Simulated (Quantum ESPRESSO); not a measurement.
## Ag2Os4Pd2 in 6 site orders

These are calculations, not measurements. They come from Quantum ESPRESSO 7.5, a public plane-wave density functional program. Each row is one single-point run on a made-up periodic cell of eight metal atoms, with elements, volume, strain and displacements drawn at random and not relaxed, so a cell may be unstable or far from any real phase. There is no spin polarisation or spin-orbit coupling.

Settings: PBE unless stated; PseudoDojo standard norm-conserving files; Fermi-Dirac width 0.25 eV, which means electrons at about 2900 K; cutoff 1116 eV; 8 x 5 x 3 k mesh shifted half a step off Gamma. E is the free energy of the whole cell (internal energy minus TS), so a -TS column is already part of it. Stress is positive in tension, and the pressure P is minus a third of its trace.

Checks: one run of this series was repeated at a higher cutoff and on a denser mesh, which moved values by no more than 0.019 eV, 0.18 GPa and 0.012 eV/Å, and a second program with other atomic files agreed on it to 2 % rms in force and 0.5 GPa in pressure. Known limits: heavy elements are run without spin-orbit coupling, which real alloys of them have; a spin test at this wide smearing found no moment, but such smearing suppresses magnetism that the real alloy may have.

The lattice is hexagonal close-packed, and the cell vectors in Å are (2.736, -0.048, 0.004); (-0.084, 4.923, 0.012); (0.012, 0.024, 9.421), a volume of 126.87 Å³. The runs put one composition on the same eight displaced sites in different orders. E is counted from run 1, and the rms force is over all 24 components. Nothing is relaxed, so E mixes bonding between neighbours with strain on unrelaxed sites, and it is not an ordering energy.

| run | elements on sites 1 to 8 | E (eV) | -TS (eV) | rms force (eV/Å) | largest force (eV/Å) | P (GPa) |
|---|---|---|---|---|---|---|
| 1 | Ag Os Os Pd Pd Os Ag Os | 0.000 | -1.759 | 1.348 | 4.02 | -5.40 |
| 2 | Os Os Pd Os Pd Ag Os Ag | 0.955 | -1.864 | 0.937 | 2.28 | ? |
| 3 | Ag Pd Ag Os Os Os Pd Os | -0.135 | -1.663 | 1.323 | 3.44 | -5.60 |
| 4 | Pd Os Pd Os Os Ag Os Ag | 0.951 | -1.852 | 0.933 | 2.36 | -4.63 |
| 5 | Os Pd Pd Ag Ag Os Os Os | 0.985 | -1.809 | 1.176 | 3.49 | -4.84 |
| 6 | Os Os Os Pd Ag Os Pd Ag | 0.763 | -1.844 | 1.145 | 2.66 | -4.68 |

## Worked fit

A straight line through the runs shown gives P = -5.43 + 0.79 E GPa with E in eV, an error of 0.14 on the slope and a scatter of 0.15 GPa. At this fixed volume the orders of higher energy tend to have the higher pressure.

## Withheld value

Question: what pressure should run 2 give?

The fit gives -4.68 ± 0.17 GPa. The calculation gave -4.26 GPa. This run lies off the fit by more than twice that error, so something that the fit leaves out matters here.
